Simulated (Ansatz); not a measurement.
Cu Kα1 powder pattern (kinematic, no thermal factors).
2θ (°) (relative intensity): 17.24 (4), 19.09 (69), 25.83 (3), 33.38 (11), 34.89 (53), 37.81 (100), 38.74 (23), 40.07 (21), 42.69 (84), 49.06 (8), 52.05 (10), 53.11 (18), 59.67 (2), 62.61 (22), 64.20 (10), 64.49 (20), 67.94 (21), 70.12 (20), 71.02 (2), 73.44 (3), 73.67 (6), 76.93 (3), 80.78 (27), 83.11 (2), 83.33 (2), 83.95 (5), 84.22 (10), 85.69 (11), 86.50 (4)

The pattern is computed from a structure relaxed with DFT PBE, scalar-relativistic, plane waves, PAW (Ansatz). No spin polarisation. Its elements are Al, As.

Task: Give the structure.

Result: AlAs5.
Space group P6/mmm (No. 191). a = 5.364 Å, b = 5.364 Å, c = 5.139 Å, α = 90.00°, β = 90.00°, γ = 120.00°
```csv
atom,site,symmetry,x,y,z
Al,1a,6/mmm,0.0000,0.0000,0.0000
As,2c,-6m2,0.3333,0.6667,0.0000
As,3g,mmm,0.5000,0.0000,0.5000
```

A pattern alone doesn't exclude other cells with like lines; this is the one computed.

Another cell of AlAs5 relaxed alike, in I4/mmm, lies 261 meV/atom lower, so this cell isn't the stable form at this level.

The structure comes from a generated guess; another structure or a mixture of phases may lie lower.
